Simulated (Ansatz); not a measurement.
CuTi₄S₈:
```yaml
crystal:
  lattice:
    - [6.79999, 0.00000, 0.00000]
    - [-3.40000, 5.88897, 0.00000]
    - [0.00000, 0.00000, 5.80498]
  atoms:
    - { symbol: S, position: [0.33421, 0.16710, 0.75226] }
    - { symbol: S, position: [0.33333, 0.66667, 0.75891] }
    - { symbol: S, position: [0.83290, 0.16710, 0.75226] }
    - { symbol: S, position: [0.83290, 0.66579, 0.75226] }
    - { symbol: Ti, position: [0.00000, 0.00000, 0.00000] }
    - { symbol: Ti, position: [0.00000, 0.50000, 0.00000] }
    - { symbol: Ti, position: [0.50000, 0.00000, 0.00000] }
    - { symbol: Ti, position: [0.50000, 0.50000, 0.00000] }
    - { symbol: S, position: [0.16710, 0.33421, 0.24774] }
    - { symbol: S, position: [0.16710, 0.83290, 0.24774] }
    - { symbol: S, position: [0.66667, 0.33333, 0.24109] }
    - { symbol: S, position: [0.66579, 0.83290, 0.24774] }
    - { symbol: Cu, position: [0.00000, 0.00000, 0.50000] }
```

Relaxed with r²SCAN+D4. Special points in fractions of this cell's reciprocal vectors: Γ (0.000, 0.000, 0.000); M (0.500, 0.000, 0.000); K (0.333, 0.333, 0.000); A (0.000, 0.000, 0.500); L (0.500, 0.000, 0.500); H (0.333, 0.333, 0.500).

List the band energies nearest the Fermi level at these points for the program Ansatz at the r²SCAN+D4 level (PAW).

In eV from the Fermi level; about four levels below and three above (degenerate sets whole), none deeper than 8.9 eV; points with the same levels are listed once.

| k | below | above |
|---|---|---|
| Γ | -0.69 -0.69 -0.06 -0.02 -0.02 | 0.29 0.29 0.74 |
| M | -1.71 -1.66 -1.36 -0.73 | 0.13 0.21 0.74 |
| K | -2.16 -2.16 -1.71 -0.89 -0.89 | 0.46 0.46 0.57 |
| A | -0.46 -0.46 -0.30 -0.30 | 0.22 0.22 1.17 |
| L | -1.84 -1.70 -1.49 -1.10 | 0.03 0.25 0.72 |
| H | -2.29 -2.29 -1.55 -1.49 -1.49 | 0.54 0.70 0.70 |

Space group P-3m1. The cell is a constructed one: a structure type filled with these elements; neither database checked (COD, Materials Project) lists it. Whether it is the stable phase at ambient conditions was not checked. Symmetry was held in the r²SCAN+D4 relaxation; its stability against distortions is not shown here. The run is not spin-polarised. With an odd number of electrons in the cell and no spin polarisation, the count alone makes it a metal.

Potentials: the later of the program's two PAW sets.
